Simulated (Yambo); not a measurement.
Yambo run on K2TiF6 (space group P-3m1, No. 164). The wavefunctions are norm-conserving LDA (Quantum ESPRESSO, 84 Ry, without SOC) ones on a 3×3×2 mesh (36 occupied bands); a = b = 5.6851 Å, c = 4.5902 Å, α = β = 90.00°, γ = 120.00°.

Yambo input:

```
rim_cut
gw0
dyson
el_el_corr
HF_and_locXC
ppa
em1d
RandQpts= 1000000
RandGvec= 1 Ry
EXXRLvcs= 84 Ry
VXCRLvcs= 336 Ry
Chimod= "HARTREE"
% BndsRnXp
 2 | 157 |
%
NGsBlkXp= 3 Ry
% LongDrXp
 1.0 | 1.0 | 1.0 |
%
PPAPntXp= 27.2114 eV
% GbndRnge
 1 | 157 |
%
GTermKind= "none"
DysSolver= "n"
ExtendOut
% QPkrange
 1 | 1 | 36 | 37 |
%
```

k points by index: 1 = Γ.

The o-*.qp file then holds:

```
#    K-point    Band    Eo [eV]    E [eV]    E-Eo [eV]    Vxc [eV]    Vnlxc [eV]    Sc|Eo [eV]    Sc|E [eV]    dSc/dw|Eo [eV]    Re(Z)    Im(Z)
#
    1    36    0.000000    -2.325612    -2.325612    -22.69493    -30.44668    4.892665    5.426131    -6.241505    0.813422    -0.001276
    1    37    4.930610    8.047211    3.116600    -21.24846    -12.96038    -4.404857    -5.171481    -6.692939    0.802589    -0.001768
```
(The two width columns are left out.) Convergence of these settings isn't established.

Geometry of the Materials Project entry, not relaxed at this level.
